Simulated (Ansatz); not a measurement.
HfC, DFT, PBEsol, all-electron LAPW, scalar-relativistic (Ansatz 0.2.0), run on 1 thread of Arm Neoverse V2 on a shared host.

The cell comes from COD entry 1539502, which wasn't checked; take it as a given geometry. The listed cell was then made from it by scaling, straining or moving an atom.

Command: `ansatz run input.yaml --threads 1 --pin off --max-ram 3072MiB --backend cpu --events-out ev --progress --plain --runs-dir out`

```yaml
crystal:
  lattice:
    - [0.0, 2.3327243092, 2.3327243092]
    - [2.3327243092, 0.0, 2.3327243092]
    - [2.3327243092, 2.3327243092, 0.0]
  atoms:
    - { symbol: Hf, position: [0.5, 0.5, 0.5] }
    - { symbol: C, position: [0.0, 0.0, 0.0] }
kpoints:
  mp_grid: { grid: [15, 15, 15] }
  band_path:
    path:
      - [0.0, 0.0, 0.0]
      - [0.5, 0.0, 0.5]
      - [0.625, 0.25, 0.625]
      - [0.375, 0.375, 0.75]
      - [0.0, 0.0, 0.0]
      - [0.5, 0.5, 0.5]
      - [0.5, 0.25, 0.75]
      - [0.5, 0.0, 0.5]
    npoints: 5
scf:
  occupations: { method: fermi_dirac, width: 0.05 }
hamiltonian:
  xc: pbesol
  pseudopotentials: { kind: all_electron, lapw: { basis_error: 0.001 } }
output:
  forces: true
  stress: true
  eigenvalues: true
```

Question: How large is the problem that the program sets up?

Answer: 120 irreducible k-points, 307 plane waves at Γ, 29 bands.

Question: About how long does it take, and how much memory does it use?

Answer: 25 s of wall time for 10 SCF iterations, with a peak of 0.48 GiB. Times on shared machines scatter by tens of per cent.
